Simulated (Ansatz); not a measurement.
Cu$_{2}$O:
```cif
data_Cu4O2
_chemical_formula_sum 'Cu4 O2'
_space_group_name_H-M_alt 'Pn-3m :1'
_space_group_IT_number 224
_space_group_name_Hall 'P 4n 2 3 -1n'
_cell_length_a 4.24566
_cell_length_b 4.24566
_cell_length_c 4.24566
_cell_angle_alpha 90.000
_cell_angle_beta 90.000
_cell_angle_gamma 90.000
loop_
_atom_site_label
_atom_site_type_symbol
_atom_site_symmetry_multiplicity
_atom_site_Wyckoff_symbol
_atom_site_fract_x
_atom_site_fract_y
_atom_site_fract_z
_atom_site_occupancy
Cu1 Cu 4 c 0.75000 0.75000 0.75000 1
O1 O 2 a 0.00000 0.00000 0.00000 1
```

Relaxed with r²SCAN.

Question: Tabulate the valence density and the electron localisation function along the shortest Cu–Cu contact (3.00 Å), r²SCAN in the plane-wave PAW code Ansatz.

Answer: 

| distance from Cu (Å) | density (e/Å³) | ELF |
|---|---|---|
| 0.30 | 29.78 | 0.72 |
| 0.45 | 11.60 | 0.44 |
| 0.60 | 3.94 | 0.25 |
| 0.75 | 1.38 | 0.16 |
| 0.90 | 0.55 | 0.11 |
| 1.05 | 0.35 | 0.12 |
| 1.20 | 0.30 | 0.20 |
| 1.35 | 0.29 | 0.30 |
| 1.50 | 0.29 | 0.34 |
| 1.65 | 0.29 | 0.30 |
| 1.80 | 0.30 | 0.20 |
| 1.95 | 0.35 | 0.12 |
| 2.10 | 0.55 | 0.11 |
| 2.25 | 1.38 | 0.16 |
| 2.40 | 3.94 | 0.25 |
| 2.55 | 11.60 | 0.44 |
| 2.70 | 29.78 | 0.72 |

The density is the valence pseudo-density with augmentation charge, so density and ELF within about 1 Å of a nucleus are not all-electron values.

The r²SCAN relaxation kept the symmetry of its start. The run is not spin-polarised. No Hubbard U is applied.

Potentials: the later of the program's two PAW sets.
